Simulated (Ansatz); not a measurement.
# YIn5Rh (P4/mmm): electronic heat capacity and spin susceptibility from the density of states

Method: DFT r2SCAN, scalar-relativistic, plane waves, PAW in Ansatz 0.2.0.

Cutoff 500 eV; k points 8×8×6 on the computed 7-atom cell (Γ-centred); Gaussian smearing, width 0.10 eV; no spin polarisation.

Relaxed cell: P4/mmm, a = 4.627 Å, b = 4.627 Å, c = 7.452 Å, α = 90.00°, β = 90.00°, γ = 90.00°, 7 atoms in the primitive cell. Whether it is the stable form of this composition wasn't checked.

The density of states at the Fermi level is 1.957 states/eV in the cell of 7 atoms (1 formula unit; both spins, tetrahedra on a 12×12×9 mesh).

Problem. What Sommerfeld coefficient and Pauli susceptibility does this give?

Solution. Per formula unit N(E_F) = 1.957 states/eV. γ = (π²/3) k_B² N(E_F) N_A = 2.357 mJ/(mol K²) per state/eV, so γ = 4.6 mJ/(mol K²), a mole of formula units. χ_P = μ_B² N(E_F) N_A = 3.23×10⁻⁵ emu/mol per state/eV gives 6.3×10⁻⁵ emu/mol. This is the bare band result: a measured γ of the same phase is as a rule larger by a factor 1 + λ from phonons and spin fluctuations, the spin part of χ is larger by the Stoner factor, and a measured χ also holds orbital and core terms. N(E_F) at one energy is sensitive to the mesh where the density of states has sharp peaks.

Cost: 1 run of about 3.2 core-minutes, on Oxide Virtual Turin-like Processor (Zen 5) (shared hosts).